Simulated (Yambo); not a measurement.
A G0W0@LDA run in Yambo for Zn$_{2}$P$_{2}$O$_{7}$ (space group C2/m, No. 12) (2×2×4 Γ-centred k mesh, bands 9 to 201 and a 7 Ry block in the screening, 201 bands in G with the Bruneval-Gonze terminator, plasmon pole fitted at 27.2 eV) gives these matrix elements, in eV, at the band edges ((0, 0, -0.5) → Γ):

| state | E0 | <Vxc> | <Σx> | <Σc(E0)> | Z |
|---|---|---|---|---|---|
| valence edge | 0.000 | -22.738 | -28.560 | 4.282 | 0.809 |
| conduction edge | 3.597 | -14.697 | -9.594 | -3.568 | 0.848 |

Solve the linearised quasiparticle equation for both states, give the gap, and say how exchange and correlation each act on it.

E = E0 + Z(Σx + Σc − Vxc). Valence: 0.000 + 0.809 × (-28.560 + (4.282) − (-22.738)) = -1.25 eV. Conduction: 3.597 + 0.848 × (-9.594 + (-3.568) − (-14.697)) = 4.90 eV. The gap is 6.14 eV, against 3.60 eV in LDA. Replacing Vxc by bare exchange alone would open it by 10.93 eV; correlation takes back 7.85 eV of that, and Z scales what is left. Nearest settings tried, and what they do to the gap: 162 bands in W, 162 bands in G: +56 meV; 6 Ry block (201 vectors against 263): -44 meV; 2×2×2 mesh: -4 meV. So the settings aren't converged at that level. Oxides, nitrides and fluorides with a shallow 3d shell are known to need far more bands and larger blocks. 

Geometry of the Materials Project entry, not relaxed at this level; primitive cell a = b = 5.3532 Å, c = 4.5585 Å, α = β = 99.10°, γ = 103.17°.

The structure is a Materials Project entry; no match was found in the copy of COD used, and its stability was not checked.
